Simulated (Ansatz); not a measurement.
Ru (hcp, Mg type)

```
CELL_PARAMETERS angstrom
      2.70581     0.00000     0.00000
     -1.35291     2.34330     0.00000
      0.00000     0.00000     4.26228
ATOMIC_POSITIONS crystal
  Ru 0.33333 0.66667 0.75000
  Ru 0.66667 0.33333 0.25000
```

In each cell atom 1 (Ru, nearest neighbour Ru at 2.642 Å; its periodic images, 2.7 Å or more away, move with it) moves by s·(0.000, 0.591, 0.807) (towards the nearest neighbour), the rest being held.

These are r2SCAN (plane waves to 500 eV, PAW, scalar-relativistic; Ansatz, an electronic-structure program) values and carry that method's errors. k mesh 16×16×9 (Γ-centred), Fermi-Dirac smearing 0.05 eV. Left out: 1 of 11 points, with atoms too close for the PAW data. With partly filled bands, energies and forces of such displacements shift with the k mesh and the smearing. F∥ is the force on the atom along that direction. Ru is run without spin polarisation. Ru was relaxed with its symmetry unable to fall. The PAW data are Ansatz's earlier set. 

```json
[
 {"s (Å)": "-0.530", "F∥ (eV/Å)": "8.505"},
 {"s (Å)": "-0.424", "F∥ (eV/Å)": "6.059"},
 {"s (Å)": "-0.318", "F∥ (eV/Å)": "4.081"},
 {"s (Å)": "-0.212", "F∥ (eV/Å)": "2.456"},
 {"s (Å)": "-0.106", "F∥ (eV/Å)": "1.170"},
 {"s (Å)": "0.000", "F∥ (eV/Å)": "0.000"},
 {"s (Å)": "0.106", "F∥ (eV/Å)": "-1.153"},
 {"s (Å)": "0.212", "F∥ (eV/Å)": "-2.422"},
 {"s (Å)": "0.318", "F∥ (eV/Å)": "-4.070"},
 {"s (Å)": "0.424", "F∥ (eV/Å)": "-6.183"}
]
```

Q: What is the force constant k = d²E/ds² of this move at s = 0?

A: 10.8 eV/Å². The forces along the line at the two nearest points give (1.170 − (-1.153)) / (2·0.106) = 10.96 eV/Å²; the next pair corrects for the finite step.

(For displaced atoms, the force is minus the slope of the energy, and its curvature is a force constant, which sets phonon frequencies.)
